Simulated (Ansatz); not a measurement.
LuPd (CsCl type, space group No. 221) under volume change, r²SCAN in the plane-wave PAW code Ansatz, scaled uniformly.

```tsv
V (Å³/atom)	E − E(relaxed) (meV/atom)	P (GPa)
18.143	65.8	12.81
18.741	27.6	7.82
19.339	6.5	3.59
19.937	0.0	0.00
20.535	5.9	-3.06
21.133	22.3	-5.65
21.731	47.6	-7.85
```

Q: What does a third-order Birch–Murnaghan fit give for V₀, B₀ and B′?

A: V₀ = 19.94 Å³/atom, B₀ = 110 GPa, B′ = 4.4.

Space group Pm-3m (CsCl type). The workflow started from an entry of the Crystallography Open Database (COD). Its standing as an ambient phase is unchecked. Symmetry was held in the r²SCAN relaxation; whether a distortion lowers the energy is not shown. The run is not spin-polarised. Spin–orbit coupling is left out wherever it is not named.

Potentials: the later of the program's two PAW sets.
